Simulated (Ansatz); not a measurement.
BeS:
```xyz
4
Lattice="3.2713 0.0000 0.0000 -1.6356 2.8330 0.0000 0.0000 0.0000 5.2069" Properties=species:S:1:pos:R:3 pbc="T T T"
Be     0.0000     0.0000     0.0000
Be     0.0000     0.0000     2.6034
S      0.0000     1.8887     1.3017
S      1.6356     0.9443     3.9052
```

Relaxed with PBEsol. Special points in fractions of this cell's reciprocal vectors: Γ (0.000, 0.000, 0.000); M (0.500, 0.000, 0.000); K (0.333, 0.333, 0.000); A (0.000, 0.000, 0.500); L (0.500, 0.000, 0.500); H (0.333, 0.333, 0.500).

Task: List the band energies nearest the valence-band maximum at these points for PBEsol in the plane-wave PAW code Ansatz.

Result: In eV from the valence-band maximum; about four levels below and three above (degenerate sets whole), none deeper than 8.9 eV; points with the same levels are listed once.

| k | below | above |
|---|---|---|
| Γ | -0.84 -0.84 -0.80 -0.80 0.00 | 3.39 5.00 5.69 5.69 |
| M | -5.15 -3.59 -2.82 -0.67 | 2.90 3.75 3.78 |
| K | -4.57 -4.57 -3.91 -3.91 | 1.39 7.56 7.56 |
| A | -0.73 -0.73 -0.73 -0.73 | 4.32 4.32 5.07 5.07 5.07 5.07 |
| L | -2.54 -2.54 -2.35 -2.35 | 3.08 3.08 4.26 4.26 |
| H | -6.26 -6.26 -0.78 -0.78 | 3.77 3.77 4.50 4.50 |

Space group P6_3/mmc (NiAs type). The cell is a constructed one: a structure type filled with these elements; neither database checked (COD, Materials Project) lists it. COD files the formula under space group No. 216, so this cell is another polymorph or a model. Whether it is the stable phase at ambient conditions was not checked. The PBEsol relaxation kept the symmetry of its start. At this level the phase is dynamically unstable (imaginary phonons).

Potentials: the later of the program's two PAW sets.
